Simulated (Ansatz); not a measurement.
An elastic tensor (GPa, Voigt order, standard axes) from PBEsol (plane waves, PAW; program Ansatz):

```
534  156  156  0.0  0.0  0.0
156  534  156  0.0  0.0  0.0
156  156  534  0.0  0.0  0.0
0.0  0.0  0.0  105  0.0  0.0
0.0  0.0  0.0  0.0  105  0.0
0.0  0.0  0.0  0.0  0.0  105
```

### Question
Which compound is it?
(A) LaB6, Pm-3m (La on 1a, B on 6f)
(B) Yb, fcc (Cu type)
(C) Cr, bcc (W type)

### Answer
C, Cr, bcc (W type)

Space group Im-3m (bcc (W type)). The PBEsol relaxation kept the symmetry of its start. The workflow began spin-polarised and lost its moments. Textbook magnetic order: a spin-density-wave antiferromagnet. As this level gives no gap, shear constants depend on the k-mesh and smearing (Fermi–Dirac, 0.1 eV here).

Potentials: the later of the program's two PAW sets.
